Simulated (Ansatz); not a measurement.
TeO₂ in space group P4_12_12 (No. 92; Te on 4a, O on 8b), the program Ansatz at the r²SCAN level (PAW). The conduction-band minimum lies on the M–Γ line, 50 % of the way from M, with 4 equivalent valleys. Second derivatives d²E/dk² of the lowest band at one valley (eV·Å²), along Cartesian directions:

```tsv
direction	d²E/dk²
[100]	8.612
[010]	8.612
[001]	5.684
[110]	9.439
[101]	7.148
[011]	7.148
```

### Question
Find the principal effective masses, the density-of-states mass and the conductivity mass.

### Answer
Off-diagonal terms follow from H_xy = H[110] − (H_xx + H_yy)/2, and m*/mₑ = 7.620 eV·Å² over each eigenvalue: 0.81, 0.98, 1.3. One valley's DOS mass (m₁m₂m₃)^(1/3) = 1.0, conductivity mass 3/(Σ 1/mᵢ) = 1.0 mₑ.

### Question
What effective density of states Nc follows at 300 K for parabolic valleys?

### Answer
Nc = 2.509e19 × 4 × (1.0)^(3/2) ≈ 1.0e20 cm⁻³.

The workflow started from a Materials Project entry (that database holds measured and hypothetical structures alike); the Crystallography Open Database files this formula in space group No. 92, but the cells were not matched. Its standing as an ambient phase is unchecked. Symmetry was held in the r²SCAN relaxation; its stability against distortions is not shown here. Spin–orbit coupling is left out wherever it is not named.

Potentials: the later of the program's two PAW sets.

Edges and masses are those of Kohn–Sham bands, whose gap is no quasiparticle gap.
